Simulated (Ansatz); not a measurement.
A relaxed structure of CdS is spoiled in several ways and relaxed again each time (noise and exchanges are one random draw each; pressure is positive under compression). All values below come from PBE (plane waves to 420 eV, PAW, scalar-relativistic; Ansatz, an electronic-structure program).

Space group P6₃mc (No. 186); a = b = 4.193 Å, c = 20.516 Å, α = β = 90.00°, γ = 120.00°

```
atom  site  symmetry       x       y       z
----  ----  --------  ------  ------  ------
Cd      2a       3m.  0.0000  0.0000  0.4998
Cd      2b       3m.  0.3333  0.6667  0.3333
Cd      2b       3m.  0.6667  0.3333  0.1666
S       2a       3m.  0.0000  0.0000  0.3746
S       2b       3m.  0.3333  0.6667  0.2081
S       2b       3m.  0.6667  0.3333  0.0414
```

```csv
change,first pressure (GPa),first V (Å³/atom),released (eV/atom),moves,outcome,final group,E − E(parent) (eV/atom)
with every coordinate shifted by Gaussian noise of σ = 0.1 Å,1.2,26.03,0.071,4,returns to the parent,P6₃mc,0.000
"deformed by the Cartesian strain tensor (xx, yy, zz, yz, xz, xy) = (-0.057, -0.050, -0.072, -0.103, 0.030, 0.020)",17.4,21.34,0.32,11,returns to the parent,P6₃mc,0.000
shaken by Gaussian noise of σ = 0.08 Å a coordinate,0.9,26.03,0.061,4,returns to the parent,Cmc2₁ (nearly P6₃mc),0.000
```

First-step values come from each run's starting, coarser k-mesh (5×5×1, 5×6×1). Each cell has its own k-point mesh; energy differences are given only to the digits this allows. No spin polarisation in the result.

The first start was generated by placing the elements on the sites of a structure type. A measured structure of CdS has the same space group, P6₃mc (No. 186); the sites were not compared with it.
